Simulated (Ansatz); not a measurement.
Below is a relaxed structure of CaCoC4N4. The cell was found from a structure generator's guess, not taken from experiment.

Theory: DFT PBE, scalar-relativistic, plane waves, PAW in Ansatz 0.2.0. Cutoff 420 eV, Γ-centred mesh, Gaussian smearing, collinear spin.

```
CELL_PARAMETERS angstrom
6.45745 0.00000 0.00000
0.00000 6.45745 0.00000
0.00000 0.00000 6.45745
ATOMIC_POSITIONS crystal
Ca 0.00000 0.00000 0.00000
Co 0.50000 0.50000 0.50000
C 0.22379 0.22379 0.22379
C 0.22379 0.77621 0.77621
C 0.77621 0.22379 0.77621
C 0.77621 0.77621 0.22379
N 0.32840 0.32840 0.32840
N 0.32840 0.67160 0.67160
N 0.67160 0.32840 0.67160
N 0.67160 0.67160 0.32840
```

Energies over the elements count from the elements' standard structures at the same level (N₂ as a molecule), with no fitted energy shifts.

(1) What space group does it have?

(2) How far does it lie from the elements in energy?

(3) Is it a metal?

(4) Which magnetic moments does it keep?

(5) From what recipe could a structure generator have reached it?

## Answers

(1) P-43m (No. 215). Conventional cell: a = 6.457 Å. Around Ca lie 4 C at 2.50 Å; around Co lie 4 N at 1.92 Å; C has 1 N at 1.17 Å and 1 Ca at 2.50 Å; N is surrounded by 1 C at 1.17 Å and 1 Co at 1.92 Å.

(2) +0.204 eV/atom. It can't be a ground state, since the elements alone are lower.

(3) No, the gap on the 4×4×4 mesh is 1.53 eV.

(4) 0.30 μB per atom net, the space between the atoms included; by site: Co 2.3 μB.

(5) One such recipe: two interpenetrating cyanide-bridged diamond nets (P-43m, No. 215). Other recipes can lead to the same cell.

The last run used collinear spin, a 4×4×4 mesh for its 10-atom cell and Gaussian smearing of 0.02 eV. Kohn–Sham gaps at this level usually fall short of measured ones. The reference form of C is held partly by dispersion forces, which this level lacks. The magnetic state reached may not be the lowest. A structure relaxed within its symmetry needn't be a true minimum.
